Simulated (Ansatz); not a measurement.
Consider the following.

Relaxed ZrB2 (AlB2 type, space group P6/mmm):

```
CELL_PARAMETERS angstrom
      3.16770     0.00000     0.00000
     -1.58385     2.74331     0.00000
      0.00000     0.00000     3.55026
ATOMIC_POSITIONS crystal
  Zr 0.00000 0.00000 0.00000
  B  0.33333 0.66667 0.50000
  B  0.66667 0.33333 0.50000
```

The atoms are displaced by Q × the pattern below (from a DFPT mode at Γ, largest move 1; Q in Å), at fixed cell.

```csv
atom,x,y,z
Zr1,0.000,0.000,-0.237
B2,0.000,0.000,1.000
B3,0.000,0.000,1.000
```

The numbers are results of r2SCAN (plane waves to 500 eV, PAW, scalar-relativistic; Ansatz, an electronic-structure program), not measurements. k mesh 17×17×13 (Γ-centred), Fermi-Dirac smearing 0.05 eV. Energies are smeared free energies. With partly filled bands, energies and forces of such displacements shift with the k mesh and the smearing. ZrB2 is run without spin polarisation. ZrB2 was relaxed with its symmetry unable to fall. The zero of ΔE is the undisplaced structure.

The scan covers Q from -0.100 to 0.100 Å in 13 points.

### Question
Is the energy the same for equal positive and negative displacements?

### Answer
Even: the same for both signs.

### Question
Which space group does the distorted structure have?

### Answer
P6mm (No. 183), lowered from P6/mmm.

### Question
Is this a single well or a double well?

### Answer
A single well with its minimum at or next to zero displacement.

### Question
What is the energy change at Q = 0.100 Å?

### Answer
110 meV/cell.

### Question
What harmonic wavenumber does the curvature at Q = 0 give?

### Answer
471 cm⁻¹.

(A displaced cell: forces are minus the slopes of the energy, force constants its curvatures, and phonons follow from these.)
